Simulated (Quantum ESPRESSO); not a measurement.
```
CELL_PARAMETERS angstrom
      3.91039     0.00000     0.00000
      0.00000     3.91039     0.00000
      0.00000     0.00000    11.31446
ATOMIC_POSITIONS crystal
  O  0.00000 0.00000 0.00000
  O  0.00000 0.50000 0.16559
  O  0.00000 0.50000 0.83441
  O  0.50000 0.00000 0.16559
  O  0.50000 0.00000 0.83441
  O  0.00000 0.00000 0.36298
  O  0.00000 0.00000 0.63702
  Rb 0.50000 0.50000 0.50000
  La 0.50000 0.50000 0.00000
  Ta 0.00000 0.00000 0.20368
  Ta 0.00000 0.00000 0.79632
```

The geometry is that of Materials Project entry mp-541600, symmetrised and not relaxed again.

Question: What does PBEsol (Quantum ESPRESSO, PseudoDojo norm-conserving, 110 Ry, no spin-orbit coupling) give for the electronic structure near the Fermi level?

Answer: The PBEsol gap is indirect, 2.28 eV, from M to Γ; the smallest direct gap is 2.42 eV. Another valence extremum on the path lies within 0.02 eV, too close to call. Without spin-orbit coupling, band edges of such heavy elements can be off by tenths of an eV. The 4f states are in the valence at their DFT position.

The structure is a Materials Project entry; no match was found in the copy of COD used, and its stability was not checked.
